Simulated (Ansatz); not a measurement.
Clean, relaxed (100) surface of Rh, space group Fm-3m (No. 225) (top face towards +c; atoms held fixed, by place in the list: 1, 2):

```xyz
4
Lattice="2.6729 0.0000 0.0000 0.0000 2.6729 0.0000 0.0000 0.0000 22.6700" Properties=species:S:1:pos:R:3 pbc="T T T"
Rh    1.3364    1.3364    8.5000
Rh    0.0000    0.0000   10.3900
Rh    1.3364    1.3364   12.2850
Rh    0.0000    0.0000   14.1013
```

The calculation used Ansatz, DFT PBEsol, scalar-relativistic, plane waves, PAW. Settings: cutoff 420 eV, Γ-centred mesh 11×11×1 on the computed 4-atom cell, Gaussian smearing of 0.10 eV; no spin polarisation. A dipole correction removes the field between periodic images along c.

O (atom) is adsorbed on the top face, one adsorbate per 7.1 Å², and relaxed from 3 starting sites (fractions of a and b). The adsorption energy is E(slab + adsorbate) − E(slab) − E(free adsorbate, spin-polarised where open-shell). Heights count from the highest slab atom after relaxation. Δφ is the top face's. Δp counts per cell along +c. Bonded neighbours lie within 1.25 times the sum of covalent radii (1.35 for H) and, on that scale, within 12 % of the closest. With the adsorbate the cell is lengthened along c to keep the vacuum.

```tsv
start	ends at	E_ads (eV)	height (Å)	shortest contact	Δφ (eV)	Δp (e·Å)
top (Rh) at (0.00, 0.00)	(0.00, 0.00), 1 bonded neighbour (Rh)	-4.09	1.71	O–Rh 1.71 Å	+2.46	-0.098
bridge (Rh-Rh) at (0.00, 0.50)	(0.00, 0.50), 2 bonded neighbours (Rh)	-4.91	1.33	O–Rh 1.88 Å	+2.24	-0.089
hollow (over Rh) at (0.50, 0.50)	(0.50, 0.50), 4 bonded neighbours (Rh)	-4.45	0.99	O–Rh 2.14 Å	+1.29	-0.051
```

Among the sites tried, the lowest end comes from the bridge (Rh-Rh) at (0.00, 0.50) start; other sites may lie lower.

Each end is the local minimum or symmetric point that its start leads to. The slab is only 5.7 Å thick, so the energies aren't converged with thickness.

Spin polarisation was left out, and a magnetic state may lie lower.